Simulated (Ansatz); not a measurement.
Data:

AgTiS₂:
```
CELL_PARAMETERS angstrom
      3.48531     0.00000     0.00000
     -1.74266     3.01837     0.00000
      0.00000     0.00000     6.56876
ATOMIC_POSITIONS crystal
  S  0.66667 0.33333 0.78265
  Ti 0.00000 0.00000 0.00000
  S  0.33333 0.66667 0.21735
  Ag 0.00000 0.00000 0.50000
```

This is the r²SCAN+D4-relaxed structure.

Problem. All from r²SCAN+D4 in the plane-wave PAW code Ansatz, unless another level is named. Give the electronic character.

Solution. metallic (no gap).

Problem. Predict the density of states at the Fermi level.

Solution. 0.70 states/eV per atom (mean over ±0.08 eV).

Problem. Next, the formation energy from the elements (no fitted shifts)?

Solution. -1.05 eV/atom.

Problem. And the gap with spin–orbit coupling?

Solution. none (metallic).

Space group P-3m1. The cell is a constructed one: a structure type filled with these elements; neither database checked (COD, Materials Project) lists it. Its standing as an ambient phase is unchecked. Symmetry was held in the r²SCAN+D4 relaxation; whether a distortion lowers the energy is not shown. The run is not spin-polarised. With an odd number of electrons in the cell and no spin polarisation, the count alone makes it a metal. The references are the lowest solids computed at this level, not always the standard phases. Spin–orbit coupling is left out wherever it is not named.

Potentials: the later of the program's two PAW sets.
